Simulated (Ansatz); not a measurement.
Molecular dynamics on a 2×2×1 supercell (16 atoms) of BeSiSb2 (ordering on zincblende), relaxed with r2SCAN. Forces come from r2SCAN in Ansatz: constant energy and volume (NVE), velocities drawn at 1000 K, steps of 1 fs. Computed, non-magnetic; the trajectory is short and the cell small, so nothing here is a converged average. The structure comes from a prototype and may be hypothetical.

```yaml
crystal:
  lattice:
    - [8.243701152, 0.0, 0.0]
    - [0.0, 8.243701152, 0.0]
    - [0.0, 0.0, 5.7792125713]
  atoms:
    - { symbol: Be, position: [0.0, 0.0, 0.0] }
    - { symbol: Sb, position: [0.0, 0.25, 0.2262088295] }
    - { symbol: Si, position: [0.25, 0.25, 0.5] }
    - { symbol: Sb, position: [0.25, 0.0, 0.7737911705] }
    - { symbol: Be, position: [0.0, 0.5, 0.0] }
    - { symbol: Sb, position: [0.0, 0.75, 0.2262088295] }
    - { symbol: Si, position: [0.25, 0.75, 0.5] }
    - { symbol: Sb, position: [0.25, 0.5, 0.7737911705] }
    - { symbol: Be, position: [0.5, 0.0, 0.0] }
    - { symbol: Sb, position: [0.5, 0.25, 0.2262088295] }
    - { symbol: Si, position: [0.75, 0.25, 0.5] }
    - { symbol: Sb, position: [0.75, 0.0, 0.7737911705] }
    - { symbol: Be, position: [0.5, 0.5, 0.0] }
    - { symbol: Sb, position: [0.5, 0.75, 0.2262088295] }
    - { symbol: Si, position: [0.75, 0.75, 0.5] }
    - { symbol: Sb, position: [0.75, 0.5, 0.7737911705] }
kpoints:
  mp_grid: { grid: [2, 2, 2] }
hamiltonian:
  xc: r2scan
scf:
  occupations: { method: fermi_dirac, width: 0.086 }
md:
  ensemble: nve
  temperature: 1000
  timestep: 1.0
  n_steps: 40
  initial_velocities: maxwell_boltzmann
  seed: 719
```

Run as `ansatz run input.yaml --threads 4 --pin off --max-ram 3686MiB --backend cpu --events-out ev --progress --plain --runs-dir out`. Wall time 5 min on 4 threads of Arm Neoverse V2 (shared host); peak host memory 2.1 GiB.

**Question.** How do temperature and energy develop?

**Answer.** The temperature starts at 1000 K, is lowest at step 23 (396 K, 23 fs) and ends at 618 K. The atoms start on their lattice sites with kinetic energy alone, so much of it first passes into potential energy. The conserved energy stays within 0.09 meV an atom. By the last step the atoms have moved 0.14 Å in the root mean square, the drift of the whole cell taken out, 0.24 Å at most.
```csv
step,t (fs),T (K),free energy F from step 0 (meV/atom),kinetic energy (meV/atom),largest force (eV/Å)
0,0,1000,0.0,121.2,0.07
1,1,997,0.4,120.8,0.17
2,2,987,1.6,119.5,0.33
3,3,970,3.7,117.5,0.49
4,4,947,6.4,114.8,0.65
5,5,919,9.8,111.4,0.79
6,6,886,13.8,107.4,0.94
7,7,850,18.2,103.0,1.07
8,8,810,23.0,98.2,1.19
9,9,769,28.0,93.2,1.31
10,10,726,33.2,88.0,1.41
11,11,684,38.4,82.9,1.49
12,12,642,43.4,77.8,1.57
13,13,602,48.3,72.9,1.62
14,14,564,52.9,68.4,1.66
15,15,529,57.1,64.1,1.67
16,16,498,60.9,60.4,1.67
17,17,471,64.2,57.0,1.66
18,18,448,67.0,54.2,1.67
19,19,429,69.3,52.0,1.72
20,20,414,71.1,50.2,1.76
21,21,404,72.3,49.0,1.79
22,22,398,73.0,48.2,1.82
23,23,396,73.3,48.0,1.84
24,24,397,73.1,48.1,1.86
25,25,402,72.6,48.7,1.87
26,26,409,71.6,49.6,1.87
27,27,419,70.4,50.8,1.86
28,28,432,68.9,52.3,1.85
29,29,446,67.2,54.0,1.83
30,30,462,65.3,55.9,1.81
31,31,478,63.3,58.0,1.78
32,32,496,61.2,60.1,1.74
33,33,514,59.0,62.2,1.70
34,34,532,56.8,64.4,1.65
35,35,549,54.7,66.5,1.60
36,36,566,52.7,68.6,1.62
37,37,582,50.8,70.5,1.68
38,38,596,49.0,72.2,1.75
39,39,608,47.5,73.7,1.83
40,40,618,46.3,74.9,1.90
```

Positions (Å) and forces (eV/Å) at step 40:
```
Be   0.100   0.006  -0.140    -0.805  -0.422   0.457
Sb   0.096   1.977   1.304    -0.239   0.187   0.577
Si   2.219   2.163   2.933    -1.082  -0.613  -0.267
Sb   2.097  -0.030   4.333    -0.107   0.281   0.352
Be   0.068   4.038   0.061    -0.171   0.214  -0.177
Sb  -0.038   6.112   1.347     0.265   0.418  -0.322
Si   2.092   6.082   2.877    -0.048   0.490  -0.560
Sb   2.172   4.153   4.547    -0.394  -0.224   0.207
Be   4.023   0.077   0.014    -0.346  -0.376  -0.057
Sb   4.143   2.029   1.318     0.297   0.516   0.015
Si   6.152   2.068   2.949     0.686   0.450  -0.375
Sb   5.989   0.105   4.543     1.560  -0.972  -0.477
Be   4.193   4.063   0.063    -0.176   0.218  -0.038
Sb   4.073   6.213   1.145     0.048  -0.363   0.847
Si   6.087   6.169   2.844    -0.022   0.544   0.601
Sb   6.176   4.178   4.571     0.535  -0.348  -0.784
```
